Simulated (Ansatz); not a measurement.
# ZnNi: stationary points along a deformation path

The calculation used DFT r2SCAN, scalar-relativistic, plane waves, PAW (Ansatz 0.2.0). Settings: plane waves to 500 eV, k-mesh 20×20×16 (Γ-centred), Gaussian smearing 0.15 eV. No spin polarisation. A magnetic state may lie lower. Energies are free energies at this smearing, counted from the undisturbed cell; pressure is positive in compression.

The starting cell (as given, not relaxed at this level; it stands at -7.9 GPa, and it needn't be the usual structure):

```
Zn Ni
1.0
     2.75418    0.00000    0.00000
     0.00000    2.75418    0.00000
     0.00000    0.00000    3.21400
Zn Ni
1 1
Direct
  0.50000 0.50000 0.50000
  0.00000 0.00000 0.00000
```

At fixed volume and fractional coordinates, lengths along (0.000, 0.000, 1.000) are scaled against those across it; ρ is that ratio over its starting value. V = 12.190 Å³/atom. Δσ is the stress along the axis less the mean stress across it (compression positive).

| ρ | ΔE (meV/atom) | Δσ (GPa) | space group |
| --- | --- | --- | --- |
| 0.800 | 9.7 | 1.11 | P4/mmm |
| 0.850 | 10.3 | -0.36 | P4/mmm |
| 0.920 | 6.6 | 1.91 | P4/mmm |
| 0.960 | 2.5 | 1.65 | P4/mmm |
| 1.000 | 0.0 | 0.66 | P4/mmm |
| 1.050 | 0.7 | -1.28 | P4/mmm |
| 1.100 | 5.9 | -3.23 | P4/mmm |
| 1.200 | 30.6 | -8.33 | P4/mmm |
| 1.300 | 77.7 | -15.37 | P4/mmm |

Task: How does the stress give the slope of the energy, and where is the energy stationary?

Result: Along the path d ln(length) is 2/3 d ln ρ on the axis and −1/3 d ln ρ across it, so dE/d ln ρ = −(2/3) V Δσ: the energy falls with ρ where Δσ is positive. Δσ vanishes or changes sign between ρ = 0.800 and 0.850, a minimum (near 0.84 by linear interpolation); between ρ = 0.850 and 0.920, a maximum (near 0.86 by linear interpolation); between ρ = 1.000 and 1.050, a minimum (near 1.02 by linear interpolation). Pairs of stationary points between two samples would go unseen, and could change a minimum read from distant neighbours into a maximum.

Task: Integrate that slope from ρ = 1 to 1.200 by the trapezoid rule.

Result: With V/N in Å³ and 1 eV/Å³ = 160.2 GPa the slopes at ρ = 1.000, 1.050, 1.100, 1.200 are -33, 65, 164, 422 meV/atom per unit of ln ρ. The steps add 0.8 + 5.3 + 25.5 = 31.6 meV/atom, against 30.6 from the energies; the trapezoid rule misses the curvature of the slope within each step.

In a metal these slopes depend on the k mesh and the smearing.

Cost: 9 runs of about 7.4 core-minutes in all, on Arm Neoverse V1 (shared hosts).